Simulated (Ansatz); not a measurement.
## LaZn2: what a change of hamiltonian.hubbard does

Computed with the plane-wave PAW code Ansatz (scalar-relativistic, PAW set soft_2): PBEsol, no spin polarisation, 420 eV cutoff, k-mesh 3×3×3. These are the settings of the reference run.

Cell:

```
cell
1.0
    -4.6214    0.0000    7.2404
    -4.6214    0.0000   -7.2404
     4.6214   -7.5474    0.0000
Zn La
16 8
Direct
  0.4382 0.3501 0.2852
  0.2952 0.5558 0.3511
  0.5406 0.3865 0.9175
  0.7998 0.1394 0.4391
  0.0311 0.8768 0.9168
  0.0906 0.4542 0.0443
  0.3619 0.2111 0.5575
  0.6103 0.9566 0.0670
  0.8463 0.6956 0.5569
  0.0007 0.1516 0.0915
  0.4402 0.5917 0.0912
  0.6935 0.3631 0.5563
  0.1339 0.3073 0.4428
  0.3982 0.0929 0.9906
  0.6353 0.8091 0.4427
  0.8712 0.5574 0.9282
  0.6748 0.1191 0.7694
  0.8862 0.8537 0.2398
  0.1505 0.5946 0.7692
  0.8287 0.3967 0.2466
  0.1057 0.1566 0.7620
  0.3500 0.9189 0.2467
  0.5847 0.6536 0.7380
  0.2393 0.8398 0.5791
```

The reference run of this cell is solved again as a single point with these keys changed:

| key | reference run | changed run |
| --- | --- | --- |
| hamiltonian.hubbard | not typed | {sites: [{species: La, l: f, u_eff: 4.0}], double_counting: fll} |

**Question.** How far do the results move?

**Answer.** 

| quantity | reference run | changed run |
| --- | --- | --- |
| largest force (eV/Å) | 0.01 | 0.22 |
| gap on the mesh (eV) | 0.00 | 0.00 |

The Hamiltonian isn't the same, so energies aren't compared. It took 14 iterations.

Caveats: a single point, atoms not relaxed again; a change of U can also leave the f or d shell in another state.
